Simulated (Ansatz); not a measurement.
**TePt under strains and displacements**

Computed with Ansatz, DFT PBEsol, scalar-relativistic, plane waves, PAW.

Cutoff 420 eV; k points 12×12×12 on the computed 4-atom cell (Γ-centred); Gaussian smearing, width 0.10 eV; no spin polarisation.

Reference cell:

```
Te Pt
1.0
     1.98157    1.14406    6.66103
    -1.98157    1.14406    6.66103
     0.00000   -2.28812    6.66103
Te Pt
2 2
Direct
  0.59800 0.59800 0.59800
  0.40200 0.40200 0.40200
  0.87033 0.87033 0.87033
  0.12967 0.12967 0.12967
```

Each variant moves atoms of this cell by the vectors given, if any (Å), and then applies a symmetric strain (tensor components, Cartesian axes). The reference cell isn't relaxed at this level. Energies are per atom at zero smearing, counted from the lowest variant. Pressure is positive in compression.

1. strain (xx yy zz yz xz xy, %) 5.16 5.16 3.66 0.00 0.00 0.00; moves: Te1 (0.000, 0.000, 0.101); Te2 (0.000, 0.000, -0.101); Pt3 (0.000, 0.000, -0.099); Pt4 (0.000, 0.000, 0.099)
2. strain (xx yy zz yz xz xy, %) -2.15 -2.15 -3.65 0.00 0.00 0.00; moves: Te1 (0.000, 0.000, 0.022); Te2 (0.000, 0.000, -0.022); Pt3 (0.000, 0.000, 0.036); Pt4 (0.000, 0.000, -0.036)
3. strain (xx yy zz yz xz xy, %) 0.82 0.82 9.82 0.00 0.00 0.00; moves: Te1 (0.000, 0.000, -0.021); Te2 (0.000, 0.000, 0.021); Pt3 (0.000, 0.000, -0.211); Pt4 (0.000, 0.000, 0.211)
4. strain (xx yy zz yz xz xy, %) -0.42 -0.42 -6.42 0.00 0.00 0.00; moves: Te1 (0.000, 0.000, 0.008); Te2 (0.000, 0.000, -0.008); Pt3 (0.000, 0.000, 0.042); Pt4 (0.000, 0.000, -0.042)

**Question.** Order the variants by energy, lowest first.

**Answer.** 4 (0.0 meV/atom), 2 (4.4 meV/atom), 3 (146.5 meV/atom), 1 (216.4 meV/atom).

**Question.** Order them by pressure, highest first.

**Answer.** 2 (10.93 GPa), 4 (9.03 GPa), 3 (-6.99 GPa), 1 (-14.58 GPa).

Spin–orbit coupling is left out, which can shift energies with elements as heavy as these.